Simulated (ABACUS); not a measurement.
Band structure of WS2 (P6_3/mmc, 6 atoms in the cell; from Materials Project mp-224, lattice scaled a little).

```
WS2
1.0
    3.19600     0.00000     0.00000
   -1.59800     2.76782     0.00000
    0.00000     0.00000    13.02630
W S
2 4
Direct
  0.33333   0.66667   0.25000
  0.66667   0.33333   0.75000
  0.33333   0.66667   0.62980
  0.66667   0.33333   0.37020
  0.66667   0.33333   0.12980
  0.33333   0.66667   0.87020
```

Level of theory: PBE, PseudoDojo 0.5 standard norm-conserving PBE (tails mended) pseudopotentials (plane waves; ABACUS 3.10.1).

Settings: KPT = Gamma 10 10 1 0 0 0; basis_type = pw; dft_functional = PBE; ecutwfc = 74 Ry; smearing_method = gaussian; smearing_sigma = 0.00367493 Ry; potentials = PseudoDojo 0.5 standard norm-conserving PBE (tails mended); symmetry = 1; symmetry_prec = 1e-05; nbands = 38; ks_solver = dav_subspace; scf_nmax = 100; scf_thr = 1.0e-09 Ry; mixing_type = broyden.

Spin-orbit coupling is left out, which matters for bands and gaps with elements this heavy. The structure comes from a collection of computed structures, made at another level of theory; the collection holds predicted forms beside known ones. Its lattice was then scaled.

### Question
Predict the gap along the standard path and the places of the band edges.

### Answer
The gap along the path is 1.23 eV, from Γ to a point between K and Γ; the smallest direct gap on it is 1.72 eV.

Points are given in units of this cell's reciprocal vectors. Levels in eV from the top of the valence band on the path, bands 23 to 30:
```json
[
 {"point": "Γ (0 0 0)", "23": "-2.15", "24": "-1.71", "25": "-0.88", "26": "0.00", "27": "2.33", "28": "2.33", "29": "2.34", "30": "2.34"},
 {"point": "M (0.5 0 0)", "23": "-1.87", "24": "-1.78", "25": "-1.48", "26": "-1.39", "27": "2.27", "28": "2.29", "29": "2.66", "30": "2.81"},
 {"point": "K (0.333 0.333 0)", "23": "-2.81", "24": "-2.81", "25": "-0.57", "26": "-0.47", "27": "1.25", "28": "1.25", "29": "2.46", "30": "3.23"},
 {"point": "A (0 0 0.5)", "23": "-2.16", "24": "-2.16", "25": "-0.29", "26": "-0.29", "27": "2.33", "28": "2.33", "29": "2.33", "30": "2.33"},
 {"point": "L (0.5 0 0.5)", "23": "-1.82", "24": "-1.82", "25": "-1.43", "26": "-1.43", "27": "2.28", "28": "2.28", "29": "2.74", "30": "2.74"},
 {"point": "H (0.333 0.333 0.5)", "23": "-2.87", "24": "-2.87", "25": "-0.52", "26": "-0.52", "27": "1.25", "28": "1.25", "29": "2.80", "30": "2.80"}
]
```

“Tails mended”: in these copies of the files the far tail of each local potential was reset to the Coulomb form.
